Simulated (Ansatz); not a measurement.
## Na$_{2}$CuBr$_{2}$Cl$_{2}$, a known structure type with other elements, at an estimated volume

```yaml
crystal:
  lattice:
    - [0.00000, 6.73228, 0.00000]
    - [7.55406, -3.36614, 0.00000]
    - [0.00000, 0.00000, -6.74902]
  atoms:
    - { symbol: Na, position: [0.36720, 0.73440, 0.00000] }
    - { symbol: Na, position: [0.13280, 0.26560, 0.50000] }
    - { symbol: Na, position: [0.63280, 0.26560, 0.00000] }
    - { symbol: Na, position: [0.86720, 0.73440, 0.50000] }
    - { symbol: Cu, position: [0.00000, 0.00000, 0.00000] }
    - { symbol: Cu, position: [0.50000, 0.00000, 0.50000] }
    - { symbol: Cl, position: [0.22100, 0.00000, 0.77900] }
    - { symbol: Cl, position: [0.27900, 0.00000, 0.27900] }
    - { symbol: Cl, position: [0.77900, 0.00000, 0.22100] }
    - { symbol: Cl, position: [0.72100, 0.00000, 0.72100] }
    - { symbol: Br, position: [0.15550, 0.31100, 0.00000] }
    - { symbol: Br, position: [0.34450, 0.68900, 0.50000] }
    - { symbol: Br, position: [0.84450, 0.68900, 0.00000] }
    - { symbol: Br, position: [0.65550, 0.31100, 0.50000] }
```

Single point in Ansatz 0.2.0 with r2SCAN, no spin polarisation. Cutoff 500 eV, PAW datasets, 6×6×5 Γ-centred k mesh, fermi-dirac filling (width 0.0258 eV).

- Charges: Bader charges in e: Na +0.91, Cu +0.87, Br -0.68, Cl -0.67. In the mean Na gives up most and Br takes most.
- Stress: The pressure is 4.1 GPa (compression positive), so with the atoms held at these fractions the cell would first expand; the forces are large, so a full relaxation may end otherwise. The principal stresses 3.4, 3.4, 5.6 GPa differ, so its shape would change too.
- Formation energy: -1.17 eV an atom against the elements' usual phases (free molecules for gases, crystals otherwise, with no correction for O₂ or N₂), so it is bound against them; other compounds may still compete. Relaxing would lower it.
- Contacts: Cu–Cl at 2.11 Å: least valence density 0.71 e/Å³ and ELF 0.25 there. Cu–Br at 2.35 Å: least valence density 0.49 e/Å³ and ELF 0.26 there. Na–Cl at 3.13 Å: least valence density 0.04 e/Å³ and ELF 0.01 there, so no covalent bond. Both are smooth PAW fields, read partly inside the augmentation spheres.
- At the Fermi level: It is a metal, with about 7.6 states/eV a cell as the mean within 0.25 eV of the Fermi level, mostly Cu d (38 %), Br p (33 %) and Cl p (24 %).

Origin: a known structure type with other elements, at an estimated volume, so it need not be a known compound. Caveats: many states at the Fermi level without spin polarisation, so a magnetic state may lie lower; the Fermi level lies in a narrow band between gaps, which spin or distortion may split; atoms or cell far from equilibrium.

Run time, from a saved density: 6.9 min on 1 thread of Intel(R) Xeon(R) Platinum 8488C (Sapphire Rapids) (shared host), peak memory 2.2 GiB. The time holds forces, stress, Bader, DOS, bands, ELF.
